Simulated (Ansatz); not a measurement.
**Ag: energy along a strain**

Ag, Im-3m, a = 3.311 Å (as given, not relaxed at this level: -7.2 GPa). This isn't the element's structure at ambient conditions. Ansatz: PBEsol, PAW, 420 eV, Γ-centred 20×20×20 mesh on 1 atom, Gaussian smearing 0.15 eV; no spin polarisation. Cell vectors (Å): -1.656 1.656 1.656; 1.656 -1.656 1.656; 1.656 1.656 -1.656. The cell is strained by x per cent times the pattern (0 0 0 1 0 0) in the order xx yy zz yz xz xy (engineering shears), with fractional coordinates held. y is the free energy over the start, V0 = 18.154 Å³/atom. Symmetry makes y even in x. Points with a strain past 8.5 % were computed too (4) and aren't used here.

| x (%) | y (meV/atom) |
| --- | --- |
| -7.50 | 10.80 |
| 0.00 | 0.00 |
| 1.87 | 0.57 |
| 3.75 | 2.40 |
| 5.62 | ? |

Fit y = c2 x² + c4 x⁴ to the other rows, get the stiffness along the pattern, and predict the missing energy.

Least squares on the rows shown. y = 0.1633 x² + 0.0005096 x⁴. The clamped-ion stiffness p·C·p = 2 × 1.633 eV × 160.2 / 18.154 Å³ = 29 GPa, which is C44 in these axes (second derivative at the start, which stands under stress). At x = 5.62 the fit asked for gives 5.67 meV/atom. The run gave 5.72 meV/atom, so the fit is 0.05 meV/atom too low, a small miss on the scale of the series.